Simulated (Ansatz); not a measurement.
The calculation used DFT PBE, scalar-relativistic, plane waves, PAW (Ansatz 0.2.0). Several structures of SrNb from a search were relaxed, and the powder pattern of one of them was computed from 10° to 70° in 2θ (λ = 1.5406 Å).

Cu Kα1 powder pattern (kinematic, no thermal factors).
2θ (°) (relative intensity): 11.79 (57), 13.74 (1), 17.15 (4), 17.73 (2), 23.71 (67), 24.00 (16), 24.96 (3), 25.45 (2), 25.67 (5), 27.11 (41), 27.69 (83), 28.40 (20), 28.41 (22), 29.76 (25), 30.78 (39), 30.85 (68), 30.85 (65), 31.76 (8), 31.77 (8), 34.22 (24), 34.22 (26), 34.70 (57), 34.91 (100), 35.89 (13), 35.95 (65), 36.10 (18), 36.10 (17), 37.96 (10), 37.96 (11), 38.31 (5), 38.31 (5), 38.32 (3), 39.22 (36), 39.76 (8), 40.95 (18), 40.95 (18), 42.07 (12), 42.14 (4), 42.95 (4), 42.95 (4), 44.09 (3), 44.22 (1), 45.13 (10), 45.30 (20), 45.30 (19), 46.15 (6), 46.15 (6), 46.21 (9), 46.21 (9), 47.80 (1), 47.80 (1), 48.04 (19), 48.04 (18), 48.52 (6), 48.56 (2), 48.56 (1), 48.75 (43), 48.86 (4), 49.15 (7), 49.60 (34), 50.20 (5), 50.28 (5), 50.34 (1), 50.34 (1), 51.22 (21), 51.60 (7), 51.82 (5), 51.82 (5), 52.75 (2), 53.23 (3), 53.23 (2), 53.28 (17), 53.28 (17), 53.50 (3), 53.50 (3), 54.63 (3), 54.91 (6), 54.91 (7), 55.06 (1), 55.32 (12), 56.67 (2), 56.99 (10), 56.99 (11), 57.18 (11), 57.74 (2), 57.74 (2), 58.17 (4), 58.17 (3), 58.77 (7), 58.77 (5), 59.31 (3), 59.31 (3), 60.36 (2), 61.20 (5), 61.20 (4), 61.22 (11), 61.22 (10), 61.54 (3), 62.00 (2), 62.00 (3), 63.31 (1), 63.65 (1), 64.12 (4), 64.25 (4), 64.25 (3), 64.28 (8), 64.28 (9), 64.66 (2), 64.66 (2), 65.45 (1), 65.45 (1), 65.92 (10), 65.92 (11), 66.32 (3), 66.32 (3), 66.37 (1), 66.73 (2), 67.56 (4), 67.57 (4), 67.72 (7), 68.36 (2), 68.61 (3), 68.61 (3), 68.79 (2)

Question: Which structure gives it?
A. Space group P2_1 (No. 4), monoclinic, a = 3.733 Å, b = 7.129 Å, c = 15.115 Å, β = 97.1°. Around Sr on its first site lie 2 Nb at 3.39 Å, 2 Sr at 3.73 Å, 7 Sr at 4.02–4.31 Å and 2 Nb at 4.10–4.12 Å; Sr on its second site has 4 Nb at 3.52 Å, 2 Sr at 3.73 Å, 4 Sr at 4.02–4.03 Å, 1 Nb at 4.07 Å and 3 Sr at 4.27–4.36 Å; Nb on its first site is surrounded by 8 Nb at 2.81–2.96 Å, 4 Nb at 3.60–3.73 Å and 3 Sr at 4.07–4.12 Å; 3 more sites not described.
B. Space group Pmma (No. 51), orthorhombic, a = 4.584 Å, b = 3.426 Å, c = 8.455 Å. Sr has 6 Nb at 3.42–3.54 Å, 2 Sr at 3.43 Å and 2 Sr at 4.12 Å; around Nb lie 2 Nb at 2.46 Å, 6 Sr at 3.42–3.54 Å and 2 Nb at 3.43 Å.
C. Space group Fd-3m (No. 227), cubic, a = 7.479 Å. Sr is surrounded by 4 Nb at 3.24 Å, 4 Sr at 3.24 Å and 6 Nb at 3.74 Å; Nb has 4 Nb at 3.24 Å, 4 Sr at 3.24 Å and 6 Sr at 3.74 Å.
D. Space group P-6m2 (No. 187), hexagonal, a = 3.806 Å, c = 15.695 Å. Around Sr on a site of symmetry 3m lie 3 Nb at 3.48 Å, 6 Sr at 3.81 Å, 3 Sr at 4.22 Å and 1 Nb at 4.25 Å; around Sr on a site of symmetry -6m2 lie 6 Sr at 3.81 Å and 6 Sr at 4.22 Å; Nb on a site of symmetry -6m2 is surrounded by 6 Nb at 2.69 Å, 6 Nb at 3.81 Å and 2 Sr at 4.25 Å; 1 more site not described.

Answer: A. Its strongest line, at 2θ = 34.91°, has d = λ/(2 sin θ) = 2.568 Å and is the (1 2 0) reflection of the conventional P2_1 cell with a = 3.733 Å, b = 7.129 Å, c = 15.115 Å, β = 97.1°. The others have their strongest lines at 10.5° (Pmma); 32.1° (P-6m2); 33.9° (Fd-3m). In energy it is the lowest of those shown.

These are computed cells and needn't be stable.
